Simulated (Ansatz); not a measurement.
Theory: DFT PBE, scalar-relativistic, plane waves, PAW in Ansatz 0.2.0. All cells share a 420 eV cutoff and Γ-centred k meshes spaced at most about 0.3 Å⁻¹ (about 0.25 or finer for metals, 2π included). No spin polarisation in the final relaxations.

All energies are static (0 K, no zero-point motion).

Compare these two cells of SbTe₂O₃, each relaxed at this level.

A.

```xyz
6
Lattice="4.6619 0.0000 0.0000 0.0000 4.6619 0.0000 0.0000 0.0000 5.2293" Properties=species:S:1:pos:R:3 pbc="T T T"
Sb    0.0000    0.0000    1.6803
Te    2.3309    0.0000    4.4221
Te    0.0000    2.3309    4.4221
O     2.3309    0.0000    1.1811
O     0.0000    2.3309    1.1811
O     2.3309    2.3309    4.3410
```

B.

```xyz
6
Lattice="5.5544 0.0000 0.0000 -2.7772 4.8103 0.0000 0.0000 0.0000 3.6426" Properties=species:S:1:pos:R:3 pbc="T T T"
Sb    0.0000    0.0000    0.0000
Te    0.0000    3.2068    1.8213
Te    2.7772    1.6034    1.8213
O     2.7772    0.0000    0.0000
O    -1.3886    2.4051    0.0000
O     1.3886    2.4051    0.0000
```

Question: Which would you expect to be lower, and how large is the difference?

Answer: A is lower, by 0.37 eV/atom. A has space group P4mm (No. 99), 18.9 Å³/atom and no gap on its mesh; B has space group P6/mmm (No. 191), 16.2 Å³/atom and no gap. Counting O atoms around Sb and Te (those within 1.25 times the shortest such distance or 1.15 times the sum of covalent radii, 1.27 where that leaves under three; a plus sign parts nearer from farther groups; the shortest distance is added where it exceeds 1.18 times the sum of covalent radii), A has Sb 4, Te 1+2 and B has Sb 6 from 2.8 Å, Te 6 from 2.4 Å. In A, Sb is surrounded by 4 O at 2.38 Å; Te is surrounded by 1 O at 1.99 Å and 2 O at 2.33 Å; O on a site of symmetry 2mm has 1 Te at 1.99 Å and 2 Sb at 2.38 Å; 1 more site not described. In B, Sb is surrounded by 6 O at 2.78 Å; around Te lie 6 O at 2.43 Å; O has 4 Te at 2.43 Å, 2 Sb at 2.78 Å and 4 O at 2.78 Å. Both come from invented guesses.

Weakly bound directions are ill-defined at this level, which has no dispersion term (P4mm), and this can change margins and order among such cells. These runs have no spin–orbit coupling, which can matter for Sb and Te. In P4mm, P6/mmm an odd number of electrons in the primitive cell allows no gap without spin; a larger cell or a magnetic state could open one. A magnetic state wasn't ruled out in cells without spin, among them P4mm, P6/mmm. Cells relaxed within their symmetry can be saddle points.
